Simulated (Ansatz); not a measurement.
# Cs2KScF6, first-principles data

Cs2KScF6:
```cif
data_Cs8F24K4Sc4
_chemical_formula_sum 'K4 Cs8 Sc4 F24'
_space_group_name_H-M_alt 'Fm-3m'
_space_group_IT_number 225
_space_group_name_Hall '-F 4 2 3'
_cell_length_a 9.25777
_cell_length_b 9.25777
_cell_length_c 9.25777
_cell_angle_alpha 90.000
_cell_angle_beta 90.000
_cell_angle_gamma 90.000
loop_
_atom_site_label
_atom_site_type_symbol
_atom_site_symmetry_multiplicity
_atom_site_Wyckoff_symbol
_atom_site_fract_x
_atom_site_fract_y
_atom_site_fract_z
_atom_site_occupancy
K1 K 4 b 0.50000 0.50000 0.50000 1
Cs1 Cs 8 c 0.25000 0.25000 0.25000 1
Sc1 Sc 4 a 0.00000 0.00000 0.00000 1
F1 F 24 e 0.00000 0.00000 0.21857 1
```
(The calculation used a cell of 10 atoms; values per cell refer to that cell.)

Space group Fm-3m (No. 225); conventional cell a = b = c = 9.258 Å, α = β = γ = 90.00°.

Method: DFT-HSE06 in the program Ansatz with PAW potentials. Geometry: relaxed at this level of theory. Other levels are named where they apply.

**Cell and energy**

Volume per atom: 19.84 Å³
Density: 3.88 g/cm³

**Electronic structure**

- Band gap: 8.99 eV (direct)
- Valence-band maximum: at Γ
- Conduction-band minimum: at Γ

**Charges**

Bader charges: K +0.90, Cs +0.93, Sc +2.28, F -0.84 e

The first step of the workflow began from a Materials Project structure, measured or hypothetical; the Crystallography Open Database copy checked does not list it. Whether it is the stable phase at ambient conditions was not checked. The HSE06 relaxation kept the symmetry of its start; whether a distortion lowers the energy is not shown. No spin polarisation was allowed. The hybrid was solved on a coarse mesh, the path and, where they were found, the r²SCAN edge points; its band edges are the extreme levels among these. Scalar-relativistic: spin–orbit coupling is off unless named, which matters more the heavier the elements.

Potentials: the later of the program's two PAW sets.
